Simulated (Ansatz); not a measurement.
A geometry of Ca2RuO4 away from equilibrium: step 9 of the relaxation of a generated trial cell of Ca2RuO4 in the AFLOW prototype A2BC4_tI14_82_bc_a_g (E3, as in Al2CdS4). Computed with PBE (plane waves to 420 eV, PAW, scalar-relativistic; Ansatz, a quantum-chemistry and plane-wave program). Γ-centred k-mesh 7×7×7 on the run's cell (coarser than for final values), Fermi–Dirac smearing 0.05 eV.

```xyz
7
Lattice="-2.5086 2.5086 4.8344 2.5086 -2.5086 4.8344 2.5086 2.5086 -4.8344" Properties=species:S:1:pos:R:3:forces:R:3 pbc="T T T" free_energy=-11784.139 pressure_GPa=4.9
Ca     0.0000     0.0000     4.8344    0.0000    0.0000    0.0000
Ca     2.5086     0.0000     2.4172    0.0000    0.0000    0.0000
Ru     0.0000     0.0000     0.0000    0.0000    0.0000    0.0000
O      1.3335    -1.4541     5.8713   -0.0173    0.0080    0.0080
O      1.1751     3.9627     1.0369    0.0173   -0.0080    0.0080
O      1.0545     1.1751    -1.0369    0.0080    0.0173   -0.0080
O      1.4541     1.3335     3.7976   -0.0080   -0.0173   -0.0080
```

Positions in Å, forces in eV/Å, free energy of the cell in eV (comparable only within this code, potentials and settings). Largest force: 0.02 eV/Å, on O4, O5, O6, O7 (atoms numbered as listed); the geometry lies 0.05 eV/atom above the end of its relaxation.

No spin polarisation in the result. No Hubbard U is applied.

The run could not lose the symmetry of its start: the end is stationary, and may be a saddle point rather than a minimum.

The end of the path is a generated cell of Ca2RuO4: the first start was made by placing the elements on the sites of a structure type, and the end was not matched to a known phase here, so it may be hypothetical.
